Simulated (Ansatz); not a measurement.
Single point in Ansatz 0.2.0 with PBE, with U_eff = 0.97 eV on Mo d (all-electron-ortho-atomic projectors), collinear spin. Cutoff 420 eV, PAW datasets, 3×3×4 Γ-centred k mesh, fermi-dirac filling (width 0.0739 eV).

Computed maps in the lattice plane spanned by a (left to right, 6.89 Å, 21 points from zero) and b (bottom to top, 6.89 Å, 21 points from zero), 67° apart, at height 0.724 along c. The fields are smooth PAW ones with compensation charges, not the true ones near nuclei.

Valence density. Digits on a logarithmic scale: 0 up to 0.03 e/Å³, each further digit a factor of 1.6, 9 from 1.3 e/Å³ up:
```
212468888753225789874
422468867875335899997
632368855886424799998
742257887886423689999
641135788886422468998
531013567775421246787
420002345654321123455
200002334444322222232
000013444443333444432
200024676654344566653
310035899865445788875
531036999986446788887
742025899996445787578
853113699997434688568
863101468986433578888
753100135654322357888
643100012332100135666
432111110000000012344
222233332100000112222
112345654310002344321
112467887532024567642
```

ELF. Ten even steps from '0' (0.00) to '9' (0.90):
```
002899759995006999996
401799201898106998899
810599400499403997589
930279920499601898789
940048998899710389999
830013689998510038999
410000146776310001366
000000011232111110000
000012332110113576410
100025776310026899985
710037889731137999999
950027976873127984489
972016983696216980019
984004898787314892005
985001589987301699427
985100146775200389999
873000001232100147999
630001000000000002578
200035542000000000012
000378887510001343100
002689999971004899840
```

Task: The cell is Rb2MoBr4O2. Which atoms lie within 0.2 Å of this plane, and where (fractions of a and b)?

Result: Br at (0.87, 0.35), Br at (0.35, 0.87), O at (0.38, 0.38). The whole cell:
```xyz
9
Lattice="5.7465 3.8034 0.0000 5.7465 -3.8034 0.0000 0.4803 0.0000 -5.5352" Properties=species:S:1:pos:R:3 pbc="T T T"
Mo    5.9867    0.0000   -2.7676
Rb   10.0948    0.0000   -4.3773
Rb    1.8786    0.0000   -1.1579
Br    7.3654    1.9464   -4.0085
Br    4.6080    1.9464   -1.5267
Br    4.6080   -1.9464   -1.5267
Br    7.3654   -1.9464   -4.0085
O     4.7696    0.0000   -4.0534
O     7.2037    0.0000   -1.4818
```

The state carries no moments; the state need not be the lowest.

Origin: a known structure type with other elements, at an estimated volume, so it need not be a known compound.
